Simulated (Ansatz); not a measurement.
**Pressure against volume: TiB₂**

```cif
data_structure
_symmetry_space_group_name_H-M 'P 1'
_symmetry_Int_Tables_number 1
_cell_length_a 3.0292
_cell_length_b 3.0292
_cell_length_c 3.2284
_cell_angle_alpha 90.000
_cell_angle_beta 90.000
_cell_angle_gamma 120.000
_cell_volume 25.66
loop_
_atom_site_label
_atom_site_type_symbol
_atom_site_fract_x
_atom_site_fract_y
_atom_site_fract_z
_atom_site_occupancy
Ti1 Ti 0.00000 0.00000 0.00000 1
B1 B 0.33333 0.66667 0.50000 1
B2 B 0.66667 0.33333 0.50000 1
```

The runs use the primitive cell with vectors (3.029, 0.000, 0.000), (-1.515, 2.623, 0.000), (0.000, 0.000, 3.228) Å, to which the k mesh refers.

The geometry is COD entry 2002799, unchecked; take it as a test cell.

All numbers are computed: DFT, PBEsol, all-electron LAPW, scalar-relativistic (Ansatz 0.2.0); DFT, PBEsol, PAW with Ansatz's default frozen-core files, scalar-relativistic (Ansatz 0.2.0).

For LAPW: a Γ-centred 14×14×11 k mesh, Fermi–Dirac smearing of 0.03 eV, basis error target 1 meV/atom, no spin polarisation. PAW takes a cutoff of 420 eV at this cell (files made with PBE, cores remade for this functional). The Ansatz runs share mesh, smearing and spin set-up. Plane-wave (PAW) pressures include the program's estimate of the Pulay term.

The cell above is scaled evenly, with fractional coordinates and shape held.

```json
{"V/V(cell)": "0.9400", "V (Å³/atom)": "8.039", "P, LAPW (GPa)": "12.06", "P, PAW (GPa)": "12.10", "free energy over the lowest listed, PAW (meV/atom)": "12.5"}
{"V/V(cell)": "0.9800", "V (Å³/atom)": "8.381", "P, LAPW (GPa)": "0.01", "P, PAW (GPa)": "0.04", "free energy over the lowest listed, PAW (meV/atom)": "0.0"}
{"V/V(cell)": "1.0000", "V (Å³/atom)": "8.552", "P, LAPW (GPa)": "-5.19", "P, PAW (GPa)": "-5.15", "free energy over the lowest listed, PAW (meV/atom)": "2.8"}
{"V/V(cell)": "1.0100", "V (Å³/atom)": "8.637", "P, LAPW (GPa)": "-7.60", "P, PAW (GPa)": "-7.56", "free energy over the lowest listed, PAW (meV/atom)": "6.2"}
{"V/V(cell)": "1.0400", "V (Å³/atom)": "8.894", "P, LAPW (GPa)": "?", "P, PAW (GPa)": "?", "free energy over the lowest listed, PAW (meV/atom)": "?"}
```

Fill in the row V/V(cell) = 1.0400.

P, LAPW (GPa) = -14.15, P, PAW (GPa) = -14.12, free energy over the lowest listed, PAW (meV/atom) = 23.7.

What do Birch–Murnaghan fits to the pressures give?

LAPW: V0 = 8.38 Å³/atom, B0 = 267 GPa, B0′ = 3.8; PAW: V0 = 8.38 Å³/atom, B0 = 267 GPa, B0′ = 3.8.

PAW's V0 lies 0.01 % from the all-electron value and its B0 0.0 %. With shape and internal coordinates held, B0 is an upper bound to the relaxed modulus.
